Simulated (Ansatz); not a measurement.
## Ta₂O₅: zone-centre modes

Level of theory: DFT r2SCAN, scalar-relativistic, plane waves, PAW (Ansatz 0.2.0). Settings: plane waves to 500 eV, k-mesh 8×8×8 (Γ-centred), Gaussian smearing 0.05 eV. Spin–orbit coupling is left out, which can shift energies with elements as heavy as these. No spin polarisation.

Zero of the scan (relaxed at this level; it needn't be the usual structure):

```yaml
crystal:
  lattice:
    - [-2.62356, 2.62356, 4.77571]
    - [2.62356, -2.62356, 4.77571]
    - [2.62356, 2.62356, -4.77571]
  atoms:
    - { symbol: Ta, position: [0.19725, 0.19725, 0.00000] }
    - { symbol: Ta, position: [0.80275, 0.80275, 0.00000] }
    - { symbol: O, position: [0.00000, 0.00000, 0.00000] }
    - { symbol: O, position: [0.50000, 0.00000, 0.00000] }
    - { symbol: O, position: [0.00000, 0.50000, 0.00000] }
    - { symbol: O, position: [0.00000, 0.00000, 0.50000] }
    - { symbol: O, position: [0.50000, 0.50000, 0.50000] }
```

Harmonic modes by finite displacements of 0.02 Å, without the LO–TO term.

Task: At this geometry, is the structure stable against these modes?

Result: No: 4 modes are unstable, the strongest at 186i cm⁻¹.

Task: List the wavenumbers in cm⁻¹.

Result: 186i, 84i, 14i, 14i, 0, 0, 0, 167, 167, 285, 286, 286, 289, 301, 301, 487, 601, 620, 620, 748, 1055.